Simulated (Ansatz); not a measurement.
**SbAu: all-electron results**

```xyz
2
Lattice="0.0000 3.1109 3.1109 3.1109 0.0000 3.1109 3.1109 3.1109 0.0000" Properties=species:S:1:pos:R:3 pbc="T T T"
Au    0.0000    0.0000    0.0000
Sb    1.5554    1.5554    1.5554
```

Atom numbers follow the list: Au1, Sb2.

The structure comes from a relaxation in the same program, started in the zincblende type, and has space group F-43m. Whether it is a known phase or the ground state wasn't checked.

No spin–orbit coupling, which matters for the heavy atoms here.

Levels of theory: DFT, PBE, all-electron LAPW, scalar-relativistic (Ansatz 0.2.0); DFT, PBE, PAW with Ansatz's default frozen-core files, scalar-relativistic (Ansatz 0.2.0).

For LAPW: a Γ-centred 10×10×10 k mesh, Fermi–Dirac smearing of 0.08 eV, basis error target 1 meV/atom, no spin polarisation. PAW takes a cutoff of 420 eV at this cell. The Ansatz runs share mesh, smearing and spin set-up. Values come from LAPW unless marked.

```json
{
  "Löwdin charges (with 0.19 e of the cell spilling out of the atomic basis, so their sizes and signs hang on that basis)": "Au1 0.47, Sb2 -0.28 e",
  "Pressure at this cell": "-0.02 GPa",
  "Volume per atom": "30.11 Å³"
}
```

Predict this quantity. Density of states at the Fermi level (0.2 eV bin).

1.45 states/eV per cell.

Band gap: what does the calculation give?

none: bands cross the Fermi level, a metal.

Predict this quantity. Bader charges (from the PAW run).

Au1 -0.58, Sb2 +0.58 e.
